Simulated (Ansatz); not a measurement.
AgCl (rock salt)

Space group Fm-3m (No. 225); a = b = c = 5.4475 Å, α = β = γ = 90.00°

```csv
atom,site,symmetry,x,y,z
Cl,4a,m-3m,0.0000,0.0000,0.0000
Ag,4b,m-3m,0.5000,0.5000,0.5000
```
(The calculation used a cell of 2 atoms; values per cell refer to that cell.)

Equation-of-state scan: isotropic scaling of the cell above, V₀ being its volume. Symmetry pins the atoms to their sites.

Calculation: PBEsol (plane waves to 420 eV, PAW, scalar-relativistic; Ansatz, a quantum-chemistry and plane-wave program). k mesh 10×10×10 (Γ-centred), Fermi-Dirac smearing 0.05 eV. The energy includes the smearing's −TS. AgCl was relaxed with its symmetry unable to fall. The zero of ΔE is the relaxed starting cell.

| V (Å³/atom) | ΔE (meV/atom) |
|---|---|
| 16.973 | 131.5 |
| 17.620 | 77.9 |
| 18.267 | 40.6 |
| 18.913 | 16.8 |
| 19.560 | 3.9 |
| 20.206 | 0.0 |
| 20.853 | 3.4 |
| 21.500 | 12.8 |
| 22.146 | 27.1 |
| 22.793 | 45.3 |
| 23.439 | 66.8 |

Question: What is the fitted pressure derivative B₀′?

Answer: 5.3.

Question: What bulk modulus B₀ follows from a third-order Birch-Murnaghan fit?

Answer: 56.5 GPa. Check by three points about V = 20.206 Å³/atom, step 0.647: d²E/dV² ≈ (3.9 − 2·0.0 + 3.4) meV / 0.647² = 0.0175 eV/Å⁶, and V·d²E/dV² × 160.2 = 56.5 GPa.

(Under strain, the slope of the energy per volume gives the stress and its curvature an elastic modulus.)
